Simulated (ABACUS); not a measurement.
Input and output of a self-consistent single point for TiSi2 (Fddd, 24 atoms in the cell; from Materials Project mp-2582, lattice scaled a little) (ABACUS).

All values come from this method and carry its errors: ABACUS with PBE, numerical atomic orbitals DZP (confined pseudo-atomic orbitals; energy shift 0.003 Ry), PseudoDojo 0.5 standard norm-conserving PBE (tails mended) pseudopotentials.

```
TiSi2
1.0
    4.85118     0.00000     0.00000
    0.00000     8.35938     0.00000
    0.00000     0.00000     8.65454
Ti Si
8 16
Direct
  0.50000   0.00000   0.00000
  0.75000   0.25000   0.25000
  0.50000   0.50000   0.50000
  0.75000   0.75000   0.75000
  0.00000   0.00000   0.50000
  0.25000   0.25000   0.75000
  0.00000   0.50000   0.00000
  0.25000   0.75000   0.25000
  0.50000   0.33743   0.00000
  0.50000   0.66257   0.00000
  0.75000   0.91257   0.25000
  0.75000   0.58743   0.25000
  0.50000   0.83743   0.50000
  0.50000   0.16257   0.50000
  0.75000   0.41257   0.75000
  0.75000   0.08743   0.75000
  0.00000   0.33743   0.50000
  0.00000   0.66257   0.50000
  0.25000   0.91257   0.75000
  0.25000   0.58743   0.75000
  0.00000   0.83743   0.00000
  0.00000   0.16257   0.00000
  0.25000   0.41257   0.25000
  0.25000   0.08743   0.25000
```

Reference input (self-consistent single point, DFT, PBE, numerical atomic orbitals DZP (confined pseudo-atomic orbitals; energy shift 0.003 Ry), PseudoDojo 0.5 standard norm-conserving PBE (tails mended) pseudopotentials): basis = DZP numerical atomic orbitals, energy shift 0.003 Ry; KPT = Gamma 5 3 3 0.5 0.5 0.5; basis_type = lcao; ecutwfc = 100 Ry; smearing_method = fd; smearing_sigma = 0.00367493 Ry; potentials = PseudoDojo 0.5 standard norm-conserving PBE (tails mended); symmetry = 1; symmetry_prec = 1e-05; ks_solver = scalapack_gvx; scf_nmax = 100; scf_thr = 1.0e-07. This run's input differs from it in these lines:

```diff
@@ -75,3 +75,3 @@
 Gamma
-5 3 3 0.5 0.5 0.5
+3 2 2 0.5 0.5 0.5
```

The program printed (abridged):

```
 SELF-CONSISTENT
 -------------------------------------------

                  longest orb rcut (Bohr) = 8.8
   longest nonlocal projector rcut (Bohr) = 1.94
                     search radius (Bohr) = 21.5

                          real space grid = [ 60, 108, 108 ]

                                 init_chg = atomic

 LCAO ALGORITHM --------------- ION=   1  ELEC=   1--------------------------------

 Density error is 0.0546876854384
 E_KohnSham     -1085.7548534873     -14772.4526385824
 E_Fermi        0.9073205078         12.3447288186

 LCAO ALGORITHM --------------- ION=   1  ELEC=   2--------------------------------

   [... lines left out ...]

   [... 5 blocks of this kind left out ...]

 LCAO ALGORITHM --------------- ION=   1  ELEC=   8--------------------------------

 Density error is 2.86976559619e-07
 E_KohnSham     -1085.7860746014     -14772.8774236323
 E_Fermi        0.8962374145         12.1939355980

 LCAO ALGORITHM --------------- ION=   1  ELEC=   9--------------------------------

 Density error is 2.93546456197e-08
 E_KohnSham     -1085.7860746015     -14772.8774236330
 E_KS(sigma->0) -1085.7814010095     -14772.8138361521
 E_entropy(-TS) -0.0093471839        -0.1271749619
 E_Fermi        0.8962375267         12.1939371239
 charge density convergence is achieved
 final etot is -14772.877424 eV
 EFERMI = 12.193937124 eV

 STATE ENERGY(eV) AND OCCUPATIONS    NSPIN == 1
   [... 94 lines left out ...]

   [... 94 lines left out ...]

 TOTAL-FORCE (eV/Angstrom)
                       Ti1        -0.0000009512         0.0000000000         0.0000000000
                       Ti2         0.0000009512         0.0000000000         0.0000000000
                       Ti3        -0.0000009512         0.0000000000         0.0000000000
                       Ti4         0.0000009512         0.0000000000         0.0000000000
                       Ti5         0.0000009512         0.0000000000         0.0000000000
                       Ti6        -0.0000009512         0.0000000000         0.0000000000
   [... lines left out ...]

 TOTAL-STRESS (KBAR)
       -46.1450191146         0.0000000000         0.0000000000
         0.0000000000       -55.2115530114         0.0000000000
         0.0000000000         0.0000000000       -14.1460340906
 TOTAL-PRESSURE: -38.500869 KBAR

 --------------------------------------------
 !FINAL_ETOT_IS -14772.8774236330045824 eV
 --------------------------------------------
```

The run converged in 9 iterations. Against the reference run the free energy goes up by 1.6 meV/atom and the pressure stays near -3.85 GPa while the zz stress (positive for compression) goes from -4.37 to -1.41 GPa.

The atom-centred basis is finite, which shifts total energies and pressures against plane waves. This run is one point of a test of settings, so its values need not be converged; read them against the reference run alone. The structure comes from a collection of computed structures, made at another level of theory; the collection holds predicted forms beside known ones. Its lattice was then scaled. With one or two k-points the zone of this small cell is coarsely sampled: energies, forces and stress carry that error and can break the symmetry, so a converged loop does not mean converged values.

Cost on one core: very roughly 4 core-minutes.

The atomic orbitals were generated for these runs; they are not ABACUS's published sets and were checked against plane waves on a few crystals only.

“Tails mended”: in these copies of the files the far tail of each local potential was reset to the Coulomb form.
